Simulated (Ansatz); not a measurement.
Polymorphs of NbAs, each relaxed with the program Ansatz at the PBEsol level (PAW):

A: CsCl type (Pm-3m)
a = b = c = 3.180 Å, α = β = γ = 90.00°

| atom | site | symmetry | x | y | z |
|---|---|---|---|---|---|
| Nb | 1a | m-3m | 0.0000 | 0.0000 | 0.0000 |
| As | 1b | m-3m | 0.5000 | 0.5000 | 0.5000 |

B: I4_1md
a = b = 3.4388 Å, c = 11.5947 Å, α = β = γ = 90.00°

```csv
atom,site,symmetry,x,y,z
Nb,4a,2mm.,0.0000,0.0000,0.7492
As,4a,2mm.,0.0000,0.0000,0.1678
```

Task: Order them by energy per atom at 0 K (lowest first) at the level PBEsol.

Result: B (+0 meV/atom), A (+250 meV/atom)

Constructed cells (a structure type filled with these elements, in neither database checked): A. All cells were relaxed under the symmetry of their starts (and spin orders); stability against distortions was not tested throughout. Named crystals with no word on spin ran without spin polarisation. Scalar-relativistic: spin–orbit coupling is off unless named, which matters more the heavier the elements.

Energies hold the estimated change up to a 700 eV cutoff; steps of a few meV lie near the error of the meshes.

Potentials: the earlier of the program's two PAW sets. The files were generated under PBE; for other functionals the program regenerates the frozen cores, and for LDA and PBEsol the local potential too.
